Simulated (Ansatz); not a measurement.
Zn$_{3}$InGaO$_{6}$ in space group R3m (No. 160; Pearson symbol hR11), PBEsol (plane waves, PAW; program Ansatz). The conduction-band minimum lies at Γ, with 1 equivalent valley. Second derivatives d²E/dk² of the lowest band at one valley (eV·Å²), along Cartesian directions:

```tsv
direction	d²E/dk²
[100]	42.11
[010]	42.11
[001]	43.84
[110]	42.11
[101]	42.98
[011]	42.97
```

Task: Find the principal effective masses, the density-of-states mass and the conductivity mass.

Result: Off-diagonal terms follow from H_xy = H[110] − (H_xx + H_yy)/2, and m*/mₑ = 7.620 eV·Å² over each eigenvalue: 0.17, 0.18, 0.18. One valley's DOS mass (m₁m₂m₃)^(1/3) = 0.18, conductivity mass 3/(Σ 1/mᵢ) = 0.18 mₑ.

Task: What effective density of states Nc follows at 300 K for parabolic valleys?

Result: Nc = 2.509e19 × 1 × (0.18)^(3/2) ≈ 1.9e18 cm⁻³.

The workflow started from a Materials Project entry (that database holds measured and hypothetical structures alike); the Crystallography Open Database copy checked does not list it. Its standing as an ambient phase is unchecked. The cell was relaxed with PBEsol under the symmetry of its start; its stability against distortions is not shown here. Spin–orbit coupling is left out wherever it is not named.

Potentials: the later of the program's two PAW sets.

Edges and masses are those of Kohn–Sham bands, whose gap is no quasiparticle gap.
